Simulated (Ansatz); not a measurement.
## SnSe: from a starting cell to a relaxed one

The start is a randomly generated symmetric cell of SnSe (space group No. 5). Cell shape, volume and atoms are optimised at zero target pressure with PBE (plane waves to 420 eV, PAW, scalar-relativistic; Ansatz, a quantum-chemistry and plane-wave program). First-step values are on the input's coarse k-mesh.

Ansatz input (later rounds restart from its end on a renewed k-mesh):
Ansatz 0.2 input:
```yaml
crystal:
  lattice:
    - [3.052696, -4.6065549, 0]
    - [3.052696, 4.6065549, 0]
    - [-1.1779103, 0, 6.9047665]
  atoms:
    - { symbol: Se, position: [0.74688413, 0.30168331, 0.63661118] }
    - { symbol: Se, position: [0.69831669, 0.25311587, 0.36338882] }
    - { symbol: Se, position: [0.98082533, 0.01917467, 0.5] }
    - { symbol: Sn, position: [0.46591491, 0.53408509, 0] }
    - { symbol: Sn, position: [0.7347371, 0.07340803, 0.11384215] }
    - { symbol: Sn, position: [0.92659197, 0.2652629, 0.88615785] }
basis: { ecutwfc: 420, ecutrho_ratio: 4, xc_grid: 2, fft_grid_basis: typed }
kpoints: { mp_grid: { grid: [5, 5, 4] } }
hamiltonian:
  xc: pbe
  dispersion: none
  pseudopotentials: { azcp: { folder: ./paw }, kind: paw }
scf: { occupations: { method: fermi_dirac, width: 0.05 } }
relax: { f_tol: 0.01, max_steps: 100, cell: { stress_tol: 0.02 } }
output: { forces: true, stress: true }
```

```json
{
  "initial_pressure": "+39 GPa (positive: the cell is compressed)",
  "energy_released": "3.17 eV/atom",
  "Shortest distances (start → end)": "The closest pairs of elements (up to four, under 3.6 Å), start → end: Se–Se 1.89 → 3.52 Å; Se–Sn 2.00 → 2.58 Å; Sn–Sn 2.13 → 3.01 Å",
  "optimiser_moves": "21"
}
```

Relaxed structure:

Space group C2 (No. 5); a = 6.920 Å, b = 10.907 Å, c = 6.673 Å, α = γ = 90.00°, β = 101.34°

| atom | site | symmetry | x | y | z |
|---|---|---|---|---|---|
| Se | 4c | 1 | 0.1767 | 0.3536 | 0.7626 |
| Se | 2b | 2 | 0.5000 | 0.5065 | 0.5000 |
| Sn | 2a | 2 | 0.0000 | 0.4830 | 0.0000 |
| Sn | 4c | 1 | 0.1268 | 0.1250 | 0.8408 |
(The calculation used a cell of 6 atoms; values per cell refer to that cell.)

Final values are on a 8×8×7 k-mesh of the relaxed cell. No spin polarisation in the result.

The run could not lose the symmetry of its start: the end is stationary, and may be a saddle point rather than a minimum.

The relaxed structure here is a generated cell of SnSe: the first start was made by a random draw of sites in a space group, and the end was not matched to a known phase here, so it may be hypothetical. Known forms of SnSe include space group No. 62.
